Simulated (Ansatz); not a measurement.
Level of theory: Ansatz, DFT PBE, scalar-relativistic, plane waves, PAW. Cutoff 420 eV, Γ-centred meshes of about 0.25 Å⁻¹ or finer for metals and 0.3 Å⁻¹ for insulators (2π included), Gaussian smearing. No spin polarisation.

These are static total energies at zero pressure.

Compare these two cells of NaTa3O3, each relaxed at this level.

A.

Space group P3m1 (No. 156). a = 2.926 Å, b = 2.926 Å, c = 11.848 Å, α = 90.00°, β = 90.00°, γ = 120.00°
```json
{"atom": "Na", "site": "1a", "symmetry": "3m.", "x": "0.0000", "y": "0.0000", "z": "0.9950"}
{"atom": "Ta", "site": "1c", "symmetry": "3m.", "x": "0.6667", "y": "0.3333", "z": "0.4592"}
{"atom": "Ta", "site": "1a", "symmetry": "3m.", "x": "0.0000", "y": "0.0000", "z": "0.7349"}
{"atom": "Ta", "site": "1a", "symmetry": "3m.", "x": "0.0000", "y": "0.0000", "z": "0.2468"}
{"atom": "O", "site": "1b", "symmetry": "3m.", "x": "0.3333", "y": "0.6667", "z": "0.6210"}
{"atom": "O", "site": "1b", "symmetry": "3m.", "x": "0.3333", "y": "0.6667", "z": "0.8466"}
{"atom": "O", "site": "1c", "symmetry": "3m.", "x": "0.6667", "y": "0.3333", "z": "0.1305"}
```

B.

Space group I4mm (No. 107). a = 4.381 Å, b = 4.381 Å, c = 8.913 Å, α = 90.00°, β = 90.00°, γ = 90.00°
```csv
atom,site,symmetry,x,y,z
Na,2a,4mm,0.5000,0.5000,0.4846
Ta,2a,4mm,0.5000,0.5000,0.0415
Ta,4b,2mm.,0.5000,0.0000,0.2382
O,4b,2mm.,0.0000,0.5000,0.4821
O,2a,4mm,0.0000,0.0000,0.2833
```

Question: Which would you expect to be lower, and how large is the difference?

Answer: A is lower, by 250 meV/atom. A has space group P3m1 (No. 156), 12.6 Å³/atom and no gap on its mesh; B has space group I4mm (No. 107), 12.2 Å³/atom and no gap. Counting O atoms around Na and Ta (those within 1.25 times the shortest such distance or 1.15 times the sum of covalent radii; a plus sign parts nearer from farther groups; a slash parts the counts of unlike sites), A has Na 6, Ta 3/6 and B has Na 4+1, Ta 4/5. In A, Na has 6 O at 2.33–2.44 Å, 6 Na at 2.93 Å and 2 Ta at 2.98–3.08 Å; around Ta on its first site lie 3 O at 2.56 Å and 9 Ta at 2.93–3.03 Å; around O on its first site lie 3 Ta at 2.16 Å and 3 Ta at 2.56 Å; 4 more sites not described. In B, around Na lie 4 O at 2.19 Å, 1 O at 2.66 Å and 12 Ta at 3.10–3.15 Å; Ta on a site of symmetry 4mm is surrounded by 5 O at 2.25–2.30 Å, 4 Ta at 2.81 Å and 4 Na at 3.14 Å; O on a site of symmetry 2mm is surrounded by 4 Ta at 2.17–2.28 Å, 2 Na at 2.19 Å and 2 O at 2.82 Å; 2 more sites not described. Both come from trial cells of a structure search, whose lowest cell (Cm, 12.9 Å³/atom) lies 113 meV/atom below the lower of the two.

These runs have no spin–orbit coupling, which can matter for Ta. Trial moments fell under 0.15 μB along the way in P3m1 and I4mm; another start might hold them. With atoms moved at random, A (by 113 meV/atom) fell into a lower structure. B had no clear such test and can be a saddle point. Some candidate types were left out of the draw beforehand, so a known form may be missing.
